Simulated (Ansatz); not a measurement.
## Zone-centre phonons of Cu$_{3}$Pt at 15 GPa: input and output

The calculation used Ansatz, DFT LDA, scalar-relativistic, plane waves, PAW.

Launched with:
```bash
ansatz run input.yaml --threads 1 --pin off --max-ram 3072MiB --backend cpu --events-out ev --progress --plain --runs-dir out
```

Input (bare energies are in eV):
```yaml
crystal:
  lattice:
    - [3.5588060683, 0.0, 0.0]
    - [0.0, 3.5588060683, 0.0]
    - [0.0, 0.0, 3.5588060683]
  atoms:
    - { symbol: Cu, position: [0.0, 0.5, 0.5] }
    - { symbol: Cu, position: [0.5, 0.0, 0.5] }
    - { symbol: Cu, position: [0.5, 0.5, 0.0] }
    - { symbol: Pt, position: [0.0, 0.0, 0.0] }
basis:
  ecutwfc: 420
kpoints:
  mp_grid: { grid: [12, 12, 12] }
hamiltonian:
  xc: lda
scf:
  occupations: { method: fermi_dirac, width: 0.15 }
output:
  eigenvalues: true
phonons:
  method: dfpt
  eigenvectors: true
```

Results section of the output:
```
--- Phonons (Γ-DFPT): 3 representative perturbations + reference, on 343 of 1728 k-points (Σ response iterations 12) ---
  k mesh reduced under 8 symmetry operations, with k and −k counted as one. Each operation leaves every solved displacement unchanged or reverses it
  ASR residual: 7.180e-4 → 0.000e0 eV/Å²; symmetrization residual: 5.877e-6 eV/Å²
  ASR residual per site (eV/Å²): 2.70e-4 2.70e-4 2.70e-4 7.18e-4
  Γ frequencies (cm⁻¹): 0.00 0.00 0.00 161.05 161.05 161.05 219.49 219.49 219.49 284.78 284.78 284.78
  non-analytic LO–TO correction: not included (Born effective charges unavailable; polar crystals: no LO–TO splitting at Γ)
```

The run took 6 min on 1 thread of Intel(R) Xeon(R) Platinum 8259CL CPU @ 2.50GHz (Skylake/Cascade Lake), with other jobs on the host, peak memory 2.1 GiB.

In a metal, frequencies and elastic constants depend on the k mesh and the smearing, soft modes and shear constants most. Spin–orbit coupling is left out, which can shift energies with elements as heavy as these. Other phases may be more stable at this pressure.